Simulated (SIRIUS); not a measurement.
Consider a self-consistent single point of WS2 (R3m, 3 atoms in the cell; from Materials Project mp-9813, changed as shown).

```
CELL_PARAMETERS angstrom
      1.56059     0.90100     6.36000
     -1.56059     0.90100     6.36000
      0.00000    -1.80201     6.36000
ATOMIC_POSITIONS crystal
  W  0.00067 0.00067 0.00067
  S  0.41411 0.41411 0.41411
  S  0.25392 0.25392 0.25392
```

Method: PBEsol, FP-LAPW (LAPW with two local orbitals a valence shell; core below -3 Ha), all-electron full potential with ZORA scalar-relativistic valence and Dirac core (SIRIUS).

SIRIUS settings:

parameters.ngridk: 6 6 6
basis: LAPW with two local orbitals a valence shell, core below -3 Ha
unit_cell.atom_type_rmt: {W: 2.36, S: 2.04} bohr
parameters.xc_functionals: [XC_GGA_X_PBE_SOL, XC_GGA_C_PBE_SOL]
parameters.aw_cutoff: 7
parameters.pw_cutoff: 20 1/bohr
parameters.smearing: fermi_dirac
parameters.smearing_width: 0.000367493 Ha
parameters.electronic_structure_method: full_potential_lapwlo
parameters.lmax_apw: 8
parameters.lmax_rho: 8
parameters.lmax_pot: 8
parameters.auto_rmt: 0
parameters.num_fv_states: 24
parameters.num_mag_dims: 0
parameters.num_dft_iter: 100
parameters.energy_tol: 1e-07 Ha
parameters.density_tol: 1e-06
mixer.type: broyden2
mixer.beta: 0.2
mixer.use_hartree: false

Results:

* **Number of valence electrons**: 40
* **Number of bands**: 24
* **Number of k-points after the program's reduction**: 32
* **Size of the basis**: 302
* **Number of SCF iterations**: 19
* **FFT grid**: 90 × 90 × 90
* **Free energy E − TS**: -461468.0443 eV
* **Gap on the k-point mesh**: 1.19 eV
* **Largest force (vector length)**: 1.150 eV/Å

Forces (eV/Å):
```tsv
atom	Fx	Fy	Fz
W1	0.000	0.000	0.005
S2	0.000	0.000	1.145
S3	0.000	0.000	-1.150
```

Gaps are taken between levels on the mesh.

For comparison: a first run was changed to give this one (lattice scaled by 0.98), and from it to this one the free energy goes up by 22.3 meV/atom, the largest force goes from 0.030 to 1.150 eV/Å and the gap on the mesh goes from 1.216 to 1.187 eV.

Spin-orbit coupling is left out, which matters for bands and gaps with elements this heavy. Forces above 1 eV/Å remain at this geometry. The structure comes from a collection of computed structures, made at another level of theory; the collection holds predicted forms beside known ones. Values depend on the basis (sphere radii, cutoffs, local orbitals), which need not be converged.

Cost on one core: about 100 core-seconds (a rough figure).
